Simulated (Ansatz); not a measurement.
Sr (fcc, Cu type)

```xyz
1
Lattice="0.0000 3.0501 3.0501 3.0501 0.0000 3.0501 3.0501 3.0501 0.0000" Properties=species:S:1:pos:R:3 pbc="T T T"
Sr     0.0000     0.0000     0.0000
```

The slice is a {100} plane (indices of the conventional cell) through the point (0.000, 0.000, 0.000) (fractional), spanned by u = [100] and v = [0 1 -1] in vectors of this cell: u (4.31 Å) and v (4.31 Å, at 90° to u). It covers one period; positions are fractions (u, v).

Calculation: r2SCAN (plane waves to 500 eV, PAW, scalar-relativistic; Ansatz, an electronic-structure program). k mesh 13×13×13. These are valence fields of a PAW run, semicore shells included where kept as valence: close to a nucleus they are smooth pseudo fields. Sr was relaxed with its symmetry unable to fall. The PAW data are Ansatz's earlier set.

Three fields on this plane, each scaled to ten steps between its own extremes (0 low, 9 high; the total valence density on a logarithmic scale, the potential cut 8 eV below its top; x marks points blanked near nuclei; v = 0 in the bottom row):

Map A
```
|xxxxxx8520000000258xxxxx|
|xxxxxx7420000000247xxxxx|
|xxxxx963100000001369xxxx|
|xxxx97421000000012479xxx|
|xxx9753100000000013579xx|
|887643100000000000134678|
|554321000000000000012345|
|222110000000000000001122|
|000000000000000000000000|
|000000000000000000000000|
|000000000000000000000000|
|000000000000000000000000|
|000000000000000000000000|
|000000000000000000000000|
|000000000000000000000000|
|222110000000000000001122|
|554321000000000000012345|
|887643100000000000134678|
|xxx9753100000000013579xx|
|xxxx97421000000012479xxx|
|xxxxx963100000001369xxxx|
|xxxxxx7420000000247xxxxx|
|xxxxxx8520000000258xxxxx|
|xxxxxx8520000000258xxxxx|
```

Map B
```
|xxxxxx7200134310027xxxxx|
|xxxxxx6100134310016xxxxx|
|xxxxx940002454200049xxxx|
|xxxx96100135653100169xxx|
|xxx9620002567652000269xx|
|876410001467876410001467|
|221000013678887631000012|
|000000135788988753100000|
|000012467889998876421000|
|011235678899999887653211|
|233456788999999988765433|
|444567889999999998876544|
|233456788999999988765433|
|011235678899999887653211|
|000012467889998876421000|
|000000135788988753100000|
|221000013678887631000012|
|876410001467876410001467|
|xxx9620002567652000269xx|
|xxxx96100135653100169xxx|
|xxxxx940002454200049xxxx|
|xxxxxx6100134310016xxxxx|
|xxxxxx7200134310027xxxxx|
|xxxxxx8200024200028xxxxx|
```

Map C
```
|xxxxxx0024566654200xxxxx|
|xxxxxx0024667664200xxxxx|
|xxxxx001356777653100xxxx|
|xxxx00024677777642000xxx|
|xxx0002456788876542000xx|
|000002356788888765320000|
|000124567888888876542100|
|222345678899999887654322|
|444566788999999988766544|
|556677889999999998877665|
|666778889999999998887766|
|667778889999999998887776|
|666778889999999998887766|
|556677889999999998877665|
|444566788999999988766544|
|222345678899999887654322|
|000124567888888876542100|
|000002356788888765320000|
|xxx0002456788876542000xx|
|xxxx00024677777642000xxx|
|xxxxx001356777653100xxxx|
|xxxxxx0024667664200xxxxx|
|xxxxxx0024566654200xxxxx|
|xxxxxx0024566654200xxxxx|
```

### Question
Assign the maps to these fields: electron localisation function (ELF); valence electron density; electrostatic potential energy of an electron, from the cell's mean.

### Answer
A is the valence electron density; B is the electron localisation function (ELF); C is the electrostatic potential energy of an electron, from the cell's mean.
